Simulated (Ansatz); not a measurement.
Sc (hcp, Mg type)

```xyz
2
Lattice="3.3194 0.0000 0.0000 -1.6597 2.8747 0.0000 0.0000 0.0000 5.1664" Properties=species:S:1:pos:R:3 pbc="T T T"
Sc     0.0000     1.9165     3.8748
Sc     1.6597     0.9582     1.2916
```

The slice is a (1 -1 0 0) plane (indices of the conventional cell) through the point (0.333, 0.667, 0.750) (fractional), spanned by u = [110] and v = [001] in vectors of this cell: u (3.32 Å) and v (5.17 Å, at 90° to u). It covers one period; positions are fractions (u, v).

These are PBE (plane waves to 420 eV, PAW, scalar-relativistic; Ansatz, a program for electronic structure) values and carry that method's errors. k mesh 16×16×9. Inside the PAW spheres the values are not all-electron values, and peaks at nuclei hang on which shells count as valence. Sc is run without spin polarisation. Sc was relaxed with its symmetry unable to fall.

Three fields on this plane, each scaled to ten steps between its own extremes (0 low, 9 high; the total valence density on a logarithmic scale, the potential cut 8 eV below its top; x marks points blanked near nuclei; v = 0 in the bottom row):

Map A
```
|xxxxx510015xxxx|
|xxxxx300003xxxx|
|xxxx61000016xxx|
|xxx7200000027xx|
|874200000000247|
|221000000000012|
|110000000000001|
|110000111100001|
|111011344311011|
|111113677631111|
|1111258xx852111|
|1111369xx963111|
|1111258xx852111|
|111113677631111|
|111011344311011|
|110000111100001|
|110000000000001|
|221000000000012|
|874200000000247|
|xxx7200000027xx|
|xxxx61000016xxx|
|xxxxx300003xxxx|
|xxxxx510015xxxx|
|xxxxx610016xxxx|
```

Map B
```
|xxxxx057750xxxx|
|xxxxx268862xxxx|
|xxxx04788740xxx|
|xxx0368998630xx|
|001467899876410|
|455678888887655|
|778887777778887|
|998876555567889|
|999764311346799|
|998752000025789|
|9986400xx004689|
|9986300xx003689|
|9986400xx004689|
|998752000025789|
|999764311346799|
|998876555567889|
|778887777778887|
|455678888887655|
|001467899876410|
|xxx0368998630xx|
|xxxx04788740xxx|
|xxxxx268862xxxx|
|xxxxx057750xxxx|
|xxxxx057750xxxx|
```

Map C
```
|xxxxx002200xxxx|
|xxxxx013310xxxx|
|xxxx00255200xxx|
|xxx0014664100xx|
|000013566531000|
|111234455443211|
|444433222233444|
|876521000012567|
|987410000001478|
|996300000000369|
|9962000xx000269|
|9962001xx100269|
|9962000xx000269|
|996300000000369|
|987410000001478|
|876521000012567|
|444433222233444|
|111234455443211|
|000013566531000|
|xxx0014664100xx|
|xxxx00255200xxx|
|xxxxx013310xxxx|
|xxxxx002200xxxx|
|xxxxx002200xxxx|
```

Assign the maps to these fields: electron localisation function (ELF); valence electron density; electrostatic potential energy of an electron, from the cell's mean.

A is the valence electron density; B is the electrostatic potential energy of an electron, from the cell's mean; C is the electron localisation function (ELF).
